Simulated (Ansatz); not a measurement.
CsPbBr$_{3}$ (cubic perovskite)

```
CELL_PARAMETERS angstrom
      6.00278     0.00000     0.00000
      0.00000     6.00278     0.00000
      0.00000     0.00000     6.00278
ATOMIC_POSITIONS crystal
  Cs 0.00000 0.00000 0.00000
  Pb 0.50000 0.50000 0.50000
  Br 0.00000 0.50000 0.50000
  Br 0.50000 0.50000 0.00000
  Br 0.50000 0.00000 0.50000
```

The slice is a {110} plane (indices of the conventional cell) through the point (0.500, 0.500, 0.000) (fractional), spanned by u = [100] and v = [011] in vectors of this cell: u (6.00 Å) and v (8.49 Å, at 90° to u). It covers one period; positions are fractions (u, v).

All values below come from PBE (plane waves to 420 eV, PAW, scalar-relativistic; Ansatz, an electronic-structure program). k mesh 6×6×6. These are valence fields of a PAW run, semicore shells included where kept as valence: close to a nucleus they are smooth pseudo fields. CsPbBr3 was relaxed with its symmetry unable to fall. Spin-orbit coupling is left out, though Pb is heavy. This is a high-temperature form of CsPbBr3.

Sketch the valence electron density on this plane as a map.


| v \ u | 0.00 | 0.10 | 0.20 | 0.30 | 0.40 | 0.50 | 0.60 | 0.70 | 0.80 | 0.90 |
|---|---|---|---|---|---|---|---|---|---|---|
| 0.86 | -0.5 | -0.7 | -1.3 | -1.8 | -2.0 | -1.9 | -2.0 | -1.8 | -1.3 | -0.7 |
| 0.71 | -1.3 | -1.5 | -1.8 | -2.0 | -1.8 | -1.7 | -1.8 | -2.0 | -1.8 | -1.5 |
| 0.57 | 0.1 | -0.1 | -0.7 | -1.5 | -2.2 | -2.3 | -2.2 | -1.5 | -0.7 | -0.1 |
| 0.43 | 0.1 | -0.1 | -0.7 | -1.5 | -2.2 | -2.3 | -2.2 | -1.5 | -0.7 | -0.1 |
| 0.29 | -1.3 | -1.5 | -1.8 | -2.0 | -1.8 | -1.7 | -1.8 | -2.0 | -1.8 | -1.5 |
| 0.14 | -0.5 | -0.7 | -1.3 | -1.8 | -2.0 | -1.9 | -2.0 | -1.8 | -1.3 | -0.7 |
| 0.00 | -1.2 | 0.1 | -0.5 | -1.4 | -2.2 | -2.5 | -2.2 | -1.4 | -0.5 | 0.1 |

Values: log₁₀ of the valence density in e/Å³. The scale is logarithmic, as a density can span decades between atoms and voids.
